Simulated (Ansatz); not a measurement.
Au:
```
CELL_PARAMETERS angstrom
      0.00000     2.07866     2.07866
      2.07866     0.00000     2.07866
      2.07866     2.07866     0.00000
ATOMIC_POSITIONS crystal
  Au 0.00000 0.00000 0.00000
```

Relaxed with PBE. Special points in fractions of this cell's reciprocal vectors: Γ (0.000, 0.000, 0.000); X (0.500, 0.000, 0.500); U (0.625, 0.250, 0.625); K (0.375, 0.375, 0.750); L (0.500, 0.500, 0.500); W (0.500, 0.250, 0.750).

**Question.** List the band energies nearest the Fermi level at these points for DFT-PBE in the program Ansatz with PAW potentials.

**Answer.** In eV from the Fermi level; about four levels below and three above (degenerate sets whole), none deeper than 8.9 eV; … stands for higher levels left out; points with the same levels are listed once.

```csv
k,below,above
Γ,-4.54 -4.54 -4.54 -3.15 -3.15,14.41 …
X,-6.43 -2.10 -1.76 -1.76,1.03 5.25 …
U,-5.57 -3.73 -2.88 -2.17,3.56 4.42 …
L,-4.57 -4.57 -2.06 -2.06 -0.85,2.69 …
W,-4.95 -4.95 -3.28 -1.76,4.33 …
```

Space group Fm-3m (fcc (Cu type)). The cell was relaxed with PBE under the symmetry of its start. Scalar-relativistic: spin–orbit coupling is off unless named, which matters more the heavier the elements.

Potentials: the later of the program's two PAW sets.
